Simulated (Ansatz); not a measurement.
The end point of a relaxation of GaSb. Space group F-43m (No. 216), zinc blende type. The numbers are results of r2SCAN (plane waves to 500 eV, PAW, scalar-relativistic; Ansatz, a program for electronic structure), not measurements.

```cif
data_Ga4Sb4
_chemical_formula_sum 'Sb4 Ga4'
_space_group_name_H-M_alt 'F-43m'
_space_group_IT_number 216
_space_group_name_Hall 'F -4 2 3'
_cell_length_a 6.13398
_cell_length_b 6.13398
_cell_length_c 6.13398
_cell_angle_alpha 90.000
_cell_angle_beta 90.000
_cell_angle_gamma 90.000
loop_
_atom_site_label
_atom_site_type_symbol
_atom_site_symmetry_multiplicity
_atom_site_Wyckoff_symbol
_atom_site_fract_x
_atom_site_fract_y
_atom_site_fract_z
_atom_site_occupancy
Sb1 Sb 4 c 0.25000 0.25000 0.25000 1
Ga1 Ga 4 a 0.00000 0.00000 0.00000 1
```
(The calculation used a cell of 2 atoms; values per cell refer to that cell.)

* **Volume per atom**: 28.85 Å³
* **Density**: 5.51 g/cm³
* **Band gap**: 0.41 eV, direct at Γ (no spin-orbit coupling)
* **Shortest distances**: Ga–Sb 2.66 Å
* **k-mesh**: 13×13×13

No spin polarisation in the result. Spin-orbit coupling is missing; with elements this heavy it can move band edges by tenths of an eV or more.

Measured for GaSb: a 6.0959 Å (room temperature; as listed in I. Vurgaftman, J. R. Meyer, L. R. Ram-Mohan, Journal of Applied Physics (2001)); gap 0.82 eV (0 K or low temperature; as listed in arXiv:1206.3780). Computed minus measured — a: r2SCAN +0.6 %; gap: r2SCAN -0.41 eV. The computed values are for a static lattice, and a measured gap can be an optical one, lowered by exciton binding.

The run could not lose the symmetry of its start.

All atoms sit on sites fixed by symmetry, so only the cell could relax.
